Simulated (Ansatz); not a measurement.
Relaxed-ion elastic tensor of CsPbBr$_{3}$ (cubic perovskite, Pm-3m) in GPa (Voigt order), the program Ansatz at the r²SCAN level (PAW); density 4.61 g/cm³, 41.79 Å³ per atom.

```tsv
	1	2	3	4	5	6
1	49.5	6.8	6.8	0.0	0.0	0.0
2	6.8	49.5	6.8	0.0	0.0	0.0
3	6.8	6.8	49.5	0.0	0.0	0.0
4	0.0	0.0	0.0	4.8	0.0	0.0
5	0.0	0.0	0.0	0.0	4.8	0.0
6	0.0	0.0	0.0	0.0	0.0	4.8
```

Task: Is the crystal mechanically stable?

Result: Yes: the smallest eigenvalue of C is 4.8 GPa.

Task: Work out the Voigt, Reuss and Hill averages.

Result: K_V = 21.1, K_R = 21.1, K_H = 21.1; G_V = 11.4, G_R = 7.0, G_H = 9.2 GPa.

Task: Give Young's modulus, Poisson's ratio, Pugh's ratio and the universal anisotropy index.

Result: E = 9KG/(3K + G) = 24.1 GPa; ν = 0.31; K/G = 2.28 (ductile by the Pugh limit of 1.75); A_U = 5G_V/G_R + K_V/K_R − 6 = 3.16.

Task: Estimate the sound speeds and the Debye temperature.

Result: v_l = √((K + 4G/3)/ρ) = 2690 m/s, v_t = √(G/ρ) = 1410 m/s, mean 1580 m/s; Θ = (h/k)(3n/4πV)^(1/3) v_m = 136 K.

Task: Give the Zener ratio and Young's modulus along [100], [110] and [111].

Result: A = 2C44/(C11 − C12) = 0.23; 1/E = S11 − 2(S11 − S12 − S44/2)Γ with Γ = 0, 1/4, 1/3 gives 47.8, 16.4, 13.5 GPa.

Task: Solve the Christoffel equation for the three sound speeds along [100], [110], [111].

Result: Eigenvalues of C_ijkl n_j n_l equal ρv². In km/s, slowest first: [100] 1.03, 1.03, 3.28; [110] 1.03, 2.15, 2.68; [111] 1.85, 1.85, 2.44.

This is a known high-temperature phase of the composition, computed here at zero pressure and temperature. The r²SCAN relaxation kept the symmetry of its start; of distortions, only those at the zone centre were tested. Scalar-relativistic: spin–orbit coupling is off unless named, which matters more the heavier the elements.

Potentials: the later of the program's two PAW sets.
